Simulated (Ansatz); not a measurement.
## A film clamped to a substrate in Mg

Level of theory: Ansatz, DFT r2SCAN, scalar-relativistic, plane waves, PAW. Settings: plane waves to 500 eV, k-mesh 18×18×18 (Γ-centred), Gaussian smearing 0.15 eV. No spin polarisation. Energies are free energies at this smearing, counted from the undisturbed cell; pressure is positive in compression.

The starting cell (as given, not relaxed at this level; it stands at 0.2 GPa; this fcc form isn't the usual structure):

```xyz
1
Lattice="0.0000 2.2443 2.2443 2.2443 0.0000 2.2443 2.2443 2.2443 0.0000" Properties=species:S:1:pos:R:3 pbc="T T T"
Mg    0.0000    0.0000    0.0000
```

The cell (1 atom, V0 = 22.61 Å³) is strained by p along both x and y and by q along z, fractional coordinates fixed. τp = (1/V0) ∂E/∂p = (σxx + σyy)(1 + p)(1 + q) and τq = (1/V0) ∂E/∂q = σzz(1 + p)², with tension positive.

```csv
p,q,ΔE (meV/atom),τp (GPa),τq (GPa)
0.000,0.000,0.00,-0.44,-0.22
-0.030,0.000,13.10,-6.03,-2.39
0.030,0.000,7.86,4.02,1.83
0.000,-0.030,3.80,-2.77,-1.59
0.000,0.030,2.02,1.49,1.22
```

Question: Get the second derivatives of the energy density.

Answer: Central differences give A = ∂τp/∂p = 167 GPa (C11 + C22 + 2 C12), C = ∂τq/∂q = 47 GPa (C33) and the cross term B = ∂τq/∂p = 70 GPa (C13 + C23); ∂τp/∂q = 71 GPa must equal B, and any difference shows higher-order terms. Steps this large leave an error of some per cent of A or C in all of these, which can swamp a small B. The ions are clamped. In a cubic crystal C11 = C = 47, C12 = B/2 = 35 GPa and A should be 2(C11 + C12) = 164 GPa; the bulk modulus is (C11 + 2 C12)/3 = 39 GPa.

Question: A film of this crystal grows with z along the normal on a substrate that imposes p. How does its thickness respond, and what does the misfit cost?

Answer: Count p and q from the stress-free cell. A free surface needs τq = 0, so q = −(B/C) p = -1.50 p. The energy density left is (A − B²/C) p²/2 = M p², with the biaxial modulus M = 31 GPa; a misfit of 1 % costs 0.44 meV/atom, against 1.18 meV/atom if the thickness were held.

In a metal these slopes depend on the k mesh and the smearing.